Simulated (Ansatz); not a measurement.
Relaxed candidate structures of KCl:

A. F-43m (No. 216), cF8, zinc blende type; a = b = c = 6.9537 Å, α = β = γ = 90.00°; Cl 4c (0.250, 0.250, 0.250); K 4a (0.000, 0.000, 0.000)

B. Pm-3m (No. 221), cP2, CsCl type; a = b = c = 3.7375 Å, α = β = γ = 90.00°; K 1a (0.000, 0.000, 0.000); Cl 1b (0.500, 0.500, 0.500)

C. Fm-3m (No. 225), cF8, rock salt type; a = b = c = 6.244 Å, α = β = γ = 90.00°; Cl 4a (0.000, 0.000, 0.000); K 4b (0.500, 0.500, 0.500)

Task: Put the candidates in order of energy per atom, lowest first, for PBEsol (plane waves to 420 eV, PAW, scalar-relativistic; Ansatz, a quantum-chemistry and plane-wave program).

Result: C (reference, the lowest of the structures calculated here), B (+0.054 eV/atom), A (+0.114 eV/atom)

Task: Give each candidate's band gap.

Result: No candidate is metallic. A: 4.84 eV (no spin-orbit coupling); B: 4.96 eV (no spin-orbit coupling); C: 5.10 eV (no spin-orbit coupling).

Each run could gain symmetry but not lose that of its start, so entries can be saddle points. From databases, or of a type measured for this composition: Pm-3m, cP2, CsCl type; Fm-3m, cF8, rock salt type; the others are generated cells (placed on structure types, drawn at random, substituted or restacked) that were not matched to a known phase here. Static energies at zero pressure. No spin polarisation in the result.
